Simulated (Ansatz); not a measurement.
# BaZrO3, a database entry at a rescaled volume

```xyz
5
Lattice="4.1558 0.0000 0.0000 0.0000 4.1558 0.0000 0.0000 0.0000 4.1558" Properties=species:S:1:pos:R:3 pbc="T T T"
O     0.0000    2.0779    2.0779
O     2.0779    0.0000    2.0779
O     2.0779    2.0779    0.0000
Ba    0.0000    0.0000    0.0000
Zr    2.0779    2.0779    2.0779
```

The numbers come from plane-wave PAW DFT (Ansatz): r2SCAN, no spin polarisation, 500 eV, 6×6×6 Γ-centred k points, fermi-dirac occupations (width 0.0123 eV). Nothing was relaxed.

(1) What is the character of the valence top and the conduction bottom?

(2) What is the formation energy?

(3) Describe some of the short contacts.

(4) What does the stress say?

(5) Is there a gap, and of what kind?

Origin: a database entry at a rescaled volume.

## Answers

(1) Within 0.7 eV of the edges, the states project mainly on O p (95 %) below the gap and on Zr d (88 %) above it.

(2) -3.59 eV an atom against the elements' usual phases (free molecules for gases, crystals otherwise, with no correction for O₂ or N₂), so it is bound against them; other compounds may still compete. Relaxing would lower it.

(3) O–Zr at 2.08 Å: least valence density 0.68 e/Å³ and ELF 0.21 there. Ba–O at 2.94 Å: least valence density 0.14 e/Å³ and ELF 0.07 there, a closed-shell (ionic or weak) contact. Both are smooth PAW fields, read partly inside the augmentation spheres.

(4) The pressure is 6.2 GPa (compression positive), so with the atoms held at these fractions the cell would first expand.

(5) The gap is 3.82 eV, indirect (the least direct gap found is 4.01 eV). A semilocal functional usually gives too small a gap.
